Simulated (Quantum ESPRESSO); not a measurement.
NbHf3O7N, finding a planted mistake in a log

Computed values, not a measurement. The program is pw.x of Quantum ESPRESSO 7.5 (plane-wave density functional theory). The cell is made up: 12 atoms on a rutile lattice, with randomly drawn elements, strain and displacements, not relaxed. PseudoDojo standard norm-conserving files (v0.5 for PBE, v0.4.1 for LDA and PBEsol) set the functional; there is no spin polarisation, spin-orbit coupling or dispersion term, and the masses in the input are unused placeholders.

The hafnium pseudopotential is less sure than the others, with forces about 3 percent (worst 6) and pressure in oxides about 1.5 GPa (worst 2.7) from a second method in checks, which no rerun with the same files tests.

Intended input:

```
&control calculation='scf', pseudo_dir='./dojo.nc.sr.pbe.v0_5.standard.upf', outdir='./o', disk_io='low', tprnfor=.true., tstress=.true. /
&system ibrav=0, nat=12, ntyp=4, nbnd=54, ecutwfc=84.00895049, nosym=.true., tot_charge=0,
 occupations='smearing', smearing='fd', degauss=0.0018374661
/
&electrons conv_thr=7.350e-09, electron_maxstep=60, /
ATOMIC_SPECIES
Hf 1.0 Hf.upf
N 1.0 N.upf
Nb 1.0 Nb.upf
O 1.0 O.upf
CELL_PARAMETERS angstrom
4.9121 -0.0128 0.0631
-0.0128 4.8709 -0.0119
0.0834 -0.0157 6.5953
ATOMIC_POSITIONS angstrom
Nb 0.0369 0.0236 -0.0028
Hf 2.4368 2.392 1.6915
Hf -0.0801 -0.1337 3.2388
Hf 2.5604 2.3383 5.1212
O 1.4777 1.5127 0.1036
O 3.49 3.3348 0.0554
O 3.9919 0.9659 1.6942
O 1.0654 3.9426 1.6266
O 1.4332 1.5552 3.4404
N 3.378 3.3571 3.2737
O 4.1226 0.8985 4.9428
O 1.1467 3.8493 4.8739
K_POINTS automatic
5 5 4 1 1 1
```

The log is shortened where brackets say so; the opening notice, blank lines, dates and the lines on written files are dropped, and the path of the files is cut. It prints rydbergs, bohrs and kilobars, and counts compression as positive stress. Where no state is partly filled, the Fermi energy that it prints is only some level between the filled and the empty states on the mesh, and need not lie in the true gap.

Log of the intended run:

```
     Program PWSCF v.7.5
     Parallel version (MPI & OpenMP), running on       4 processor cores
     Number of MPI processes:                 4
     Threads/MPI process:                     1
     [start-up lines left out]
     bravais-lattice index     =            0
     lattice parameter (alat)  =       9.2833  a.u.
     unit-cell volume          =    1064.7106 (a.u.)^3
     number of atoms/cell      =           12
     number of atomic types    =            4
     number of electrons       =        96.00
     number of Kohn-Sham states=           54
     kinetic-energy cutoff     =      84.0090  Ry
     charge density cutoff     =     336.0358  Ry
     scf convergence threshold =      7.3E-09
     mixing beta               =       0.7000
     number of iterations used =            8  plain     mixing
     Exchange-correlation= PBE
                           (   1   4   3   4   0   0   0)
     [axes and pseudopotential details left out]
   Cartesian axes
     site n.     atom                  positions (alat units)
         1        Nb     tau(   1) = (   0.0075114   0.0048040  -0.0005700  )
         2        Hf     tau(   2) = (   0.4960385   0.4869189   0.3443242  )
         3        Hf     tau(   3) = (  -0.0163053  -0.0272162   0.6592948  )
         4        Hf     tau(   4) = (   0.5211987   0.4759877   1.0424788  )
         5        O      tau(   5) = (   0.3008027   0.3079274   0.0210890  )
         6        O      tau(   6) = (   0.7104294   0.6788367   0.0112773  )
         7        O      tau(   7) = (   0.8125969   0.1966200   0.3448738  )
         8        O      tau(   8) = (   0.2168743   0.8025613   0.3311130  )
         9        O      tau(   9) = (   0.2917442   0.3165787   0.7003327  )
        10        N      tau(  10) = (   0.6876305   0.6833761   0.6663991  )
        11        O      tau(  11) = (   0.8392024   0.1828999   1.0061634  )
        12        O      tau(  12) = (   0.2334239   0.7835690   0.9921381  )
     number of k points=    50  Fermi-Dirac smearing, width (Ry)=  0.0018
                       cart. coord. in units 2pi/alat
        k(    1) = (   0.0990896   0.1013399   0.0920947), wk =   0.0400000
        k(    2) = (   0.0966983   0.1017886   0.2783390), wk =   0.0400000
     [further k points left out]
     Dense  grid:   110685 G-vectors     FFT dimensions: (  60,  54,  75)
     Estimated max dynamical RAM per process >     338.00 MB
     Estimated total dynamical RAM >       1.24 GB
     Initial potential from superposition of free atoms
     starting charge      95.9921, renormalised to      96.0000
     Starting wfcs are   72 randomized atomic wfcs
     total cpu time spent up to now is        7.6 secs
     per-process dynamical memory:   267.0 Mb
     Self-consistent Calculation
     iteration #  1     ecut=    84.01 Ry     beta= 0.70
     Davidson diagonalization with overlap
     ethr =  1.00E-02,  avg # of iterations =  2.0
     total cpu time spent up to now is       20.9 secs
     total energy              =    -713.13908542 Ry
     estimated scf accuracy    <       6.58935599 Ry
     iteration #  2     ecut=    84.01 Ry     beta= 0.70
     Davidson diagonalization with overlap
     ethr =  6.86E-03,  avg # of iterations =  6.9
     total cpu time spent up to now is       39.9 secs
     total energy              =    -708.65051609 Ry
     estimated scf accuracy    <      54.57321788 Ry
     [iterations 3 to 16 left out]
     iteration # 17     ecut=    84.01 Ry     beta= 0.70
     Davidson diagonalization with overlap
     ethr =  7.63E-11,  avg # of iterations =  4.3
     total cpu time spent up to now is      331.8 secs
     total energy              =    -716.63134063 Ry
     estimated scf accuracy    <       0.00000002 Ry
     iteration # 18     ecut=    84.01 Ry     beta= 0.70
     Davidson diagonalization with overlap
     ethr =  1.70E-11,  avg # of iterations =  4.6
     total cpu time spent up to now is      349.9 secs
     End of self-consistent calculation
     [lines on levels left out]
     the Fermi energy is    10.1035 ev
!    total energy              =    -716.63134064 Ry
     estimated scf accuracy    <          6.8E-09 Ry
     smearing contrib. (-TS)   =      -0.00000111 Ry
     internal energy E=F+TS    =    -716.63133953 Ry
     The total energy is F=E-TS. E is the sum of the following terms:
     one-electron contribution =    -183.50987642 Ry
     hartree contribution      =     138.58368823 Ry
     xc contribution           =    -176.04772594 Ry
     ewald contribution        =    -495.65742540 Ry
     convergence has been achieved in  18 iterations
     Forces acting on atoms (cartesian axes, Ry/au):
     atom    1 type  3   force =     0.00336336   -0.02375861   -0.01702084
     atom    2 type  1   force =     0.01786611    0.02526189    0.18429673
     atom    3 type  1   force =     0.04642329   -0.00347152    0.02160709
     atom    4 type  1   force =    -0.00962801    0.03726794   -0.19709231
     atom    5 type  4   force =    -0.05611991   -0.06898834   -0.03311211
     atom    6 type  4   force =     0.03588951    0.04591605    0.00221862
     atom    7 type  4   force =     0.04072950   -0.05916656   -0.08270613
     atom    8 type  4   force =    -0.06073856    0.04735703   -0.08477196
     atom    9 type  4   force =     0.02981499   -0.02148751   -0.03035071
     atom   10 type  2   force =     0.01430410   -0.01399694    0.02468096
     atom   11 type  4   force =     0.00395475   -0.02539027    0.11304944
     atom   12 type  4   force =    -0.06585913    0.06045685    0.09920122
     Total force =     0.388367     Total SCF correction =     0.000143
     Computing stress (Cartesian axis) and pressure
          total   stress  (Ry/bohr**3)                   (kbar)     P=      -85.59
  -0.00039142  -0.00000058  -0.00013880          -57.58       -0.09      -20.42
  -0.00000058  -0.00033840   0.00011945           -0.09      -49.78       17.57
  -0.00013880   0.00011945  -0.00101577          -20.42       17.57     -149.43
     init_run     :      6.98s CPU      7.38s WALL (       1 calls)
     electrons    :    339.39s CPU    342.36s WALL (       1 calls)
     forces       :      3.05s CPU      3.10s WALL (       1 calls)
     stress       :     10.80s CPU     11.22s WALL (       1 calls)
     [timing details left out]
     PWSCF        :   6m 0.47s CPU   6m 4.47s WALL
     JOB DONE.
```

A second run was made from an input with one planted mistake. Its log:

```
     Program PWSCF v.7.5
     Parallel version (MPI & OpenMP), running on       4 processor cores
     Number of MPI processes:                 4
     Threads/MPI process:                     1
     [start-up lines left out]
     bravais-lattice index     =            0
     lattice parameter (alat)  =       9.2833  a.u.
     unit-cell volume          =    1064.7106 (a.u.)^3
     number of atoms/cell      =           12
     number of atomic types    =            4
     number of electrons       =        96.00
     number of Kohn-Sham states=           54
     kinetic-energy cutoff     =      50.4936  Ry
     charge density cutoff     =     201.9743  Ry
     scf convergence threshold =      7.3E-09
     mixing beta               =       0.7000
     number of iterations used =            8  plain     mixing
     Exchange-correlation= PBE
                           (   1   4   3   4   0   0   0)
     [axes and pseudopotential details left out]
   Cartesian axes
     site n.     atom                  positions (alat units)
         1        Nb     tau(   1) = (   0.0075114   0.0048040  -0.0005700  )
         2        Hf     tau(   2) = (   0.4960385   0.4869189   0.3443242  )
         3        Hf     tau(   3) = (  -0.0163053  -0.0272162   0.6592948  )
         4        Hf     tau(   4) = (   0.5211987   0.4759877   1.0424788  )
         5        O      tau(   5) = (   0.3008027   0.3079274   0.0210890  )
         6        O      tau(   6) = (   0.7104294   0.6788367   0.0112773  )
         7        O      tau(   7) = (   0.8125969   0.1966200   0.3448738  )
         8        O      tau(   8) = (   0.2168743   0.8025613   0.3311130  )
         9        O      tau(   9) = (   0.2917442   0.3165787   0.7003327  )
        10        N      tau(  10) = (   0.6876305   0.6833761   0.6663991  )
        11        O      tau(  11) = (   0.8392024   0.1828999   1.0061634  )
        12        O      tau(  12) = (   0.2334239   0.7835690   0.9921381  )
     number of k points=    50  Fermi-Dirac smearing, width (Ry)=  0.0018
                       cart. coord. in units 2pi/alat
        k(    1) = (   0.0990896   0.1013399   0.0920947), wk =   0.0400000
        k(    2) = (   0.0966983   0.1017886   0.2783390), wk =   0.0400000
     [further k points left out]
     Dense  grid:    51597 G-vectors     FFT dimensions: (  45,  45,  60)
     Estimated max dynamical RAM per process >     162.83 MB
     Estimated total dynamical RAM >     613.54 MB
     Check: negative core charge=   -0.000122
     Initial potential from superposition of free atoms
     starting charge      95.9921, renormalised to      96.0000
     Starting wfcs are   72 randomized atomic wfcs
     total cpu time spent up to now is        4.7 secs
     per-process dynamical memory:   130.8 Mb
     Self-consistent Calculation
     iteration #  1     ecut=    50.49 Ry     beta= 0.70
     Davidson diagonalization with overlap
     ethr =  1.00E-02,  avg # of iterations =  2.0
     total cpu time spent up to now is       11.7 secs
     total energy              =    -712.98998700 Ry
     estimated scf accuracy    <       6.22925827 Ry
     iteration #  2     ecut=    50.49 Ry     beta= 0.70
     Davidson diagonalization with overlap
     ethr =  6.49E-03,  avg # of iterations =  6.8
     total cpu time spent up to now is       22.6 secs
     total energy              =    -708.50707567 Ry
     estimated scf accuracy    <      53.81325990 Ry
     [iterations 3 to 16 left out]
     iteration # 17     ecut=    50.49 Ry     beta= 0.70
     Davidson diagonalization with overlap
     ethr =  7.10E-11,  avg # of iterations =  4.2
     total cpu time spent up to now is      145.9 secs
     total energy              =    -716.27558920 Ry
     estimated scf accuracy    <       0.00000001 Ry
     iteration # 18     ecut=    50.49 Ry     beta= 0.70
     Davidson diagonalization with overlap
     ethr =  1.45E-11,  avg # of iterations =  4.1
     total cpu time spent up to now is      154.5 secs
     End of self-consistent calculation
     [lines on levels left out]
     the Fermi energy is    10.1172 ev
!    total energy              =    -716.27558920 Ry
     estimated scf accuracy    <          7.1E-09 Ry
     smearing contrib. (-TS)   =      -0.00000110 Ry
     internal energy E=F+TS    =    -716.27558809 Ry
     The total energy is F=E-TS. E is the sum of the following terms:
     one-electron contribution =    -182.87260415 Ry
     hartree contribution      =     138.17969938 Ry
     xc contribution           =    -175.92525792 Ry
     ewald contribution        =    -495.65742540 Ry
     convergence has been achieved in  18 iterations
     Forces acting on atoms (cartesian axes, Ry/au):
     atom    1 type  3   force =     0.00281946   -0.02207562   -0.01586812
     atom    2 type  1   force =     0.01778750    0.02543761    0.18403257
     atom    3 type  1   force =     0.04595782   -0.00346268    0.02135890
     atom    4 type  1   force =    -0.00985283    0.03735204   -0.19627623
     atom    5 type  4   force =    -0.05555787   -0.06942332   -0.03396933
     atom    6 type  4   force =     0.03569289    0.04567491    0.00197155
     atom    7 type  4   force =     0.04124347   -0.05991933   -0.08226713
     atom    8 type  4   force =    -0.06207407    0.04762222   -0.08377447
     atom    9 type  4   force =     0.03012079   -0.02061135   -0.02984204
     atom   10 type  2   force =     0.01370632   -0.01429765    0.02434355
     atom   11 type  4   force =     0.00479894   -0.02593582    0.11193457
     atom   12 type  4   force =    -0.06464241    0.05963898    0.09835618
     Total force =     0.386833     Total SCF correction =     0.000160
     Computing stress (Cartesian axis) and pressure
          total   stress  (Ry/bohr**3)                   (kbar)     P=     -329.19
  -0.00204920  -0.00000114  -0.00013649         -301.45       -0.17      -20.08
  -0.00000114  -0.00199361   0.00011812           -0.17     -293.27       17.38
  -0.00013649   0.00011812  -0.00267054          -20.08       17.38     -392.85
     init_run     :      3.56s CPU      3.73s WALL (       1 calls)
     electrons    :    149.02s CPU    149.86s WALL (       1 calls)
     forces       :      1.56s CPU      1.59s WALL (       1 calls)
     stress       :      5.02s CPU      5.02s WALL (       1 calls)
     [timing details left out]
     PWSCF        :   2m40.16s CPU   2m41.30s WALL
     JOB DONE.
```

Question: what was wrong in the second input?

Answer: the plane-wave cutoff is too low. The input lines that differ, file-writing options aside:

```
- &system ibrav=0, nat=12, ntyp=4, nbnd=54, ecutwfc=84.00895049, nosym=.true., tot_charge=0,
+ &system ibrav=0, nat=12, ntyp=4, nbnd=54, ecutwfc=50.49356867, nosym=.true., tot_charge=0,
```

|  | intended run | run with the mistake |
| --- | --- | --- |
| free energy (eV) | -9750.266 | -9745.426 |
| smearing term -TS (eV) | 0.0000 | 0.0000 |
| pressure (GPa) | -8.56 | -32.92 |
| largest force component (eV/Å) | 5.067 | 5.046 |
| largest change of a force component (eV/Å) |  | 0.043 |
| iterations | 18 | 18 |

For scale, a rerun of the intended cell at 1467 eV and a 7 x 7 x 6 mesh moved values by no more than 0.004 eV in energy, 0.03 GPa in stress and 0.003 eV/Å in force.